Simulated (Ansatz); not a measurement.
C:
Space group P6₂22 (No. 180); a = b = 2.592 Å, c = 2.783 Å, α = β = 90.00°, γ = 120.00°

```
atom  site  symmetry       x       y       z
----  ----  --------  ------  ------  ------
C       3c       222  0.5000  0.0000  0.0000
```

This is the PBEsol-relaxed structure.

### Question
All from DFT-PBEsol in the program Ansatz with PAW potentials, unless another level is named. Estimate the hole effective mass.

### Answer
0.50 mₑ (isotropic).

### Question
What about the band gap?

### Answer
1.77 eV (indirect).

### Question
Predict the smallest direct gap on the standard path.

### Answer
4.52 eV.

### Question
Give the electron effective mass.

### Answer
0.24, 0.35, 0.41 mₑ (principal values).

### Question
What about the valence-band maximum?

### Answer
at A.

### Question
Give the conduction-band minimum.

### Answer
at M (3 equivalent valleys).

Space group P6_222. The start of the workflow was typed in or built on a structure type; neither database checked (COD, Materials Project) lists it. It is not the phase usual at ambient conditions (space group No. 194, 227). Symmetry was held in the PBEsol relaxation; phonons on a q-mesh show no instability.

Potentials: the later of the program's two PAW sets.
